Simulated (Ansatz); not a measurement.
Mg₂ZnO₃: from a migration barrier to a jump rate

Level of theory: Ansatz 0.2.0, DFT PBEsol, scalar-relativistic, plane waves, PAW. Cutoff 420 eV, Γ-centred 6×6×4 k-points, Gaussian smearing of 0.05 eV. No spin polarisation.

In a supercell of 24 sites an atom of Zn jumps into a neighbouring Zn vacancy, a = 3.00 Å from site to site in the perfect crystal, with a cell charge of -2 (uniform background, no finite-size correction). The half-way point, relaxed in its symmetry, lies 0.855 eV above the relaxed vacancy. Take it as the barrier; the order of the saddle wasn't checked, and the cell is small.

Question: With an assumed attempt frequency of 10¹³ s⁻¹, how often does the jump happen, and how fast does the vacancy diffuse?

Answer: Transition-state theory gives Γ = ν exp(−E/k_BT), and one such jump direction contributes Γa²/6 to the vacancy's diffusion coefficient averaged over directions:

```csv
T (K),E/k_BT,Γ (1/s),Γa²/6 (cm²/s)
300,33.1,4.3 × 10^-2,6.4 × 10^-18
600,16.5,6.5 × 10^5,9.8 × 10^-11
1000,9.9,4.9 × 10^8,7.3 × 10^-8
1500,6.6,1.3 × 10^10,2.0 × 10^-6
```

The rate reaches one jump a second at T = E/(k_B ln 10¹³) = 332 K. The number of equivalent jumps multiplies D if they link up through the crystal; a hop between two sites alone gives no long-range diffusion, which then waits on a higher barrier. In either case the atoms' own diffusion carries the vacancy concentration and a correlation factor besides. Rows above the melting point are formal, and so are rows where E/k_BT falls under about 3, since the theory needs rare jumps.

Question: How much does an error of 0.1 eV in the barrier matter?

Answer: It multiplies the rate by exp(0.1 eV/k_BT): 48 at 300 K and 3.2 at 1000 K, more than the usual doubt about ν at low temperature.

Cost: 2 runs of about 19 core-minutes in all, on Arm Neoverse V2 (shared hosts).